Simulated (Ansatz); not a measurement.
Al (fcc, Cu type)

```xyz
1
Lattice="0.0000 2.0200 2.0200 2.0200 0.0000 2.0200 2.0200 2.0200 0.0000" Properties=species:S:1:pos:R:3 pbc="T T T"
Al     0.0000     0.0000     0.0000
```

Equation-of-state scan: isotropic scaling of the cell above, V₀ being its volume. Symmetry pins the atoms to their sites.

The numbers are results of PBE (plane waves to 420 eV, PAW, scalar-relativistic; Ansatz, a quantum-chemistry and plane-wave program), not measurements. k mesh 20×20×20 (Γ-centred), Fermi-Dirac smearing 0.05 eV. The energy includes the smearing's −TS. Compression counts positive. Al was relaxed with its symmetry unable to fall. The PAW data are Ansatz's earlier set. ΔE is measured from the relaxed starting cell. The last digit holds for this mesh only.

```tsv
V (Å³/atom)	ΔE (meV/atom)
13.847	140.3
14.287	91.9
14.726	55.5
15.166	29.5
15.606	withheld
16.045	3.0
16.485	0.0
16.924	2.7
17.364	10.1
17.803	21.8
18.243	36.9
18.683	55.1
19.122	75.9
```

**Question.** Fit a third-order Birch-Murnaghan form (E₀, V₀, B₀, B₀′ free) to the given rows and predict ΔE at V = 15.606.

**Answer.** Least squares on the 12 given rows: ΔE = E₀ + (9V₀B₀/16)·y²·[2 + (B₀′ − 4)y], y = (V₀/V)^(2/3) − 1, with V₀ = 16.485 Å³/atom, B₀ = 76.43 GPa (160.2 GPa = 1 eV/Å³; the term in eV is multiplied by 1000), B₀′ = 4.70, E₀ = 0.03 meV/atom; root-mean-square residual 0.05 meV/atom. At 15.606 the fit gives 12.4 meV/atom; the calculation gives 12.4 meV/atom, the same to the digits shown. For the pressure the fit gives 4.8 GPa against the computed 4.8 GPa.

(A scan under strain: stresses follow from slopes of the energy per volume, elastic moduli from its curvatures.)
